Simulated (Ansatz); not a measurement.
Relaxation of a generated cell, WS2 placed in the pyrite structure type; 12 atoms in the cell, which starts as Pa-3 (No. 205), cP12; a = b = c = 5.9722 Å, α = β = γ = 90.00°. All values below come from r2SCAN (plane waves to 500 eV, PAW, scalar-relativistic; Ansatz, a program for electronic structure). Γ-centred k-mesh 5×5×5 on the run's cell, Fermi–Dirac smearing 0.05 eV. This is the first round of the run. 

The optimiser's lines from the output (shortened; P is positive under compression):

```
relax step   1: F+E_penalty+E_count = -48836.15949859 eV  Δ(F+E_penalty+E_count) = +0.000e0 eV  max|allowed force component| = 8.535e-1 eV/Å  Δτ_max = 0.0000 Å  P = -9.410 GPa  Ω = 213.012 Å³  (8 SCF iters, dr2 threshold 1.00e-7 eV, accepted)
relax step   2: F+E_penalty+E_count = -48837.00607896 eV  Δ(F+E_penalty+E_count) = -8.466e-1 eV  max|allowed force component| = 4.629e-1 eV/Å  Δτ_max = 0.0897 Å  P = +11.699 GPa  Ω = 189.260 Å³  (8 SCF iters, dr2 threshold 1.20e-6 eV, accepted)
relax step   3: F+E_penalty+E_count = -48837.98168723 eV  Δ(F+E_penalty+E_count) = -9.756e-1 eV  max|allowed force component| = 2.514e-1 eV/Å  Δτ_max = 0.1026 Å  P = +1.116 GPa  Ω = 201.936 Å³  (7 SCF iters, dr2 threshold 1.20e-6 eV, accepted)
relax step   4: F+E_penalty+E_count = -48838.15766511 eV  Δ(F+E_penalty+E_count) = -1.760e-1 eV  max|allowed force component| = 9.515e-3 eV/Å  Δτ_max = 0.0948 Å  P = +0.336 GPa  Ω = 204.825 Å³  (6 SCF iters, dr2 threshold 1.20e-6 eV, accepted)
relax step   5: F+E_penalty+E_count = -48838.15840910 eV  Δ(F+E_penalty+E_count) = -7.440e-4 eV  max|allowed force component| = 8.101e-4 eV/Å  Δτ_max = 0.0049 Å  P = +0.015 GPa  Ω = 205.320 Å³  (5 SCF iters, dr2 threshold 2.83e-7 eV, accepted)
relax step   6: F+E_penalty+E_count = -48838.15634319 eV  Δ(F+E_penalty+E_count) = +2.066e-3 eV  max|allowed force component| = 8.251e-4 eV/Å  Δτ_max = 0.0000 Å  P = +0.011 GPa  Ω = 205.320 Å³  stress off target by 1.09e-2 GPa  SCF on the basis re-selected at this cell (its energy is not comparable with the rows above)  (6 SCF iters)
```

From the first to the last row the energy changes by -0.17 eV/atom and the volume by -3.6 %. The last row is marked as not comparable with the walk above it, whose basis was carried along; it does compare with step 1, since both stand on a basis selected at the nominal cutoff for their own cell.

Later rounds, restarted from the end of this one on a renewed k-mesh, logged 2 more steps and released under 0.01 eV/atom more. The final structure after all rounds: Pa-3 (No. 205), cP12; a = b = c = 5.899 Å, α = β = γ = 90.00°. Between re-selections the logged energies stand on a plane-wave basis carried along with the cell. No spin polarisation in the result. A magnetic state may lie lower.

The run could not lose the symmetry of its start: the end is stationary, and may be a saddle point rather than a minimum.

The relaxed structure here is a generated cell of WS2: the first start was made by placing the elements on the sites of a structure type, and the end was not matched to a known phase here, so it may be hypothetical. Known forms of WS2 include space group No. 194.
